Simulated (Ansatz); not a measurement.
MoS2 in space group P6_3/mmc (No. 194; Mo on 2c, S on 4f), the program Ansatz at the r²SCAN+D4 level (PAW). The conduction-band minimum lies on the K–Γ line, 47 % of the way from K, with 6 equivalent valleys. Second derivatives d²E/dk² of the lowest band at one valley (eV·Å²), along Cartesian directions:

```csv
direction,d²E/dk²
[100],10.22
[010],12.36
[001],12.92
[110],13.14
[101],11.57
[011],12.64
```

Problem. Find the principal effective masses, the density-of-states mass and the conductivity mass.

Solution. Off-diagonal terms follow from H_xy = H[110] − (H_xx + H_yy)/2, and m*/mₑ = 7.620 eV·Å² over each eigenvalue: 0.57, 0.59, 0.83. One valley's DOS mass (m₁m₂m₃)^(1/3) = 0.65, conductivity mass 3/(Σ 1/mᵢ) = 0.64 mₑ.

Problem. What effective density of states Nc follows at 300 K for parabolic valleys?

Solution. Nc = 2.509e19 × 6 × (0.65)^(3/2) ≈ 7.9e19 cm⁻³.

Symmetry was held in the r²SCAN+D4 relaxation. The run is not spin-polarised. Scalar-relativistic: spin–orbit coupling is off unless named, which matters more the heavier the elements.

Potentials: the later of the program's two PAW sets.

Edges and masses are those of Kohn–Sham bands, whose gap is no quasiparticle gap.
